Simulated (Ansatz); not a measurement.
System: Cu (fcc type), 1 atom in the cell.

```yaml
crystal:
  lattice:
    - [0.00000, 1.81710, 1.81710]
    - [1.81710, 0.00000, 1.81710]
    - [1.81710, 1.81710, 0.00000]
  atoms:
    - { symbol: Cu, position: [0.00000, 0.00000, 0.00000] }
```
Lattice in Å, positions in fractions of it.

Code and potentials: Ansatz all-electron LAPW. Settings of the plain PBE run: k-mesh 4×4×4 Γ-centred; Fermi–Dirac smearing of 0.15 eV; no spin polarisation.

Plain PBE gives:

```yaml
Pressure: 1.06 GPa
```

Problem. What changes under PBE with spin–orbit coupling?

Solution. The pressure drops by 0.02 GPa to 1.04 GPa.

The k-mesh is coarse, so these values belong to this mesh and can lie far from the converged ones.
